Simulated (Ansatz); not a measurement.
AlPd (rock salt, space group No. 225), PBEsol (plane waves, PAW; program Ansatz), all energies at zero smearing, with the estimated change up to a 700 eV cutoff added, with one set of potentials and settings (totals compare only within such a set). Cell of 2 atoms (1 Pd, 1 Al): -7431.990 eV.

| element | reference phase | E (eV/atom) |
|---|---|---|
| Pd | Fm-3m, 1 atoms in the cell | -6906.6520 |
| Al | Fm-3m, 1 atoms in the cell | -524.5507 |

Formation energy per atom, worked out: (-7431.990 − 1×(-6906.6520) − 1×(-524.5507))/2 = -0.394 eV/atom (-38 kJ per mol of atoms), at 0 K, without zero-point energy or fitted corrections.

The start of the workflow was typed in or built on a structure type; neither database checked (COD, Materials Project) lists it. Whether it is the stable phase at ambient conditions was not checked. The cell was relaxed with PBEsol under the symmetry of its start. At this level the phase is mechanically unstable. The run is not spin-polarised. The references are the lowest solids computed at this level, not always the standard phases.

Potentials: the later of the program's two PAW sets.
